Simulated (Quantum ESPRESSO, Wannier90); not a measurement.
**Wannierisation of NbAs (I4₁md)**

```yaml
crystal:
  lattice:
    - [0.00000, -3.46654, 0.00000]
    - [3.46654, 0.00000, 0.00000]
    - [-1.73327, 1.73327, 5.90503]
  atoms:
    - { symbol: Nb, position: [0.49972, 0.49972, 0.99944] }
    - { symbol: Nb, position: [0.24972, 0.74972, 0.49944] }
    - { symbol: As, position: [0.91728, 0.91728, 0.83456] }
    - { symbol: As, position: [0.66728, 0.16728, 0.33456] }
```

Cell from Materials Project (mp-2059), symmetrised, no further relaxation. COD (Crystallography Open Database) has an entry of this formula and space group (matched by these alone). Method: PBE plane waves in Quantum ESPRESSO 7.5 (PseudoDojo norm-conserving files, 68 Ry, no spin polarisation, no spin-orbit coupling), Bloch states on a 4×4×4 mesh through Γ, Wannier90 4.0.1. Density: 10×10×10 mesh, cold smearing 0.01 Ry. Spin-orbit coupling, left out, would split the p-like bands by a few tenths of an eV.

The lattice is scaled uniformly with fixed fractional positions (axis ratios and free coordinates are held, so this isn't the response to pressure), and at each scale an atom-like model (Nb spd, As sp; disentangled, num_iter = 0) is made. Listed is the largest hopping of each kind of orbital pair shown, with the distance of the two functions' centres at scale 1; the mesh was not varied.

```csv
scale,"modulus of t, Nb2 pz–As3 py at 2.74 Å (eV)","modulus of t, Nb1 dxz–As4 pz at 2.75 Å (eV)"
0.960,1.768,1.645
0.980,1.711,1.542
1.000,1.651,1.452
1.020,1.599,1.346
1.040,1.544,1.259
```

**Question.** With |t| ∝ d^(−η), find η for each hopping from the ends of the series.

**Answer.** 
- Nb2 pz–As3 py at 2.74 Å: η = −ln(1.544/1.768)/ln(1.040/0.960) = 1.7
- Nb1 dxz–As4 pz at 2.75 Å: η = −ln(1.259/1.645)/ln(1.040/0.960) = 3.3
Harrison's rules would take η = 2.0, 3.5 for these pairs; they describe atomic orbitals, while these are orthogonalised and change shape with the volume.
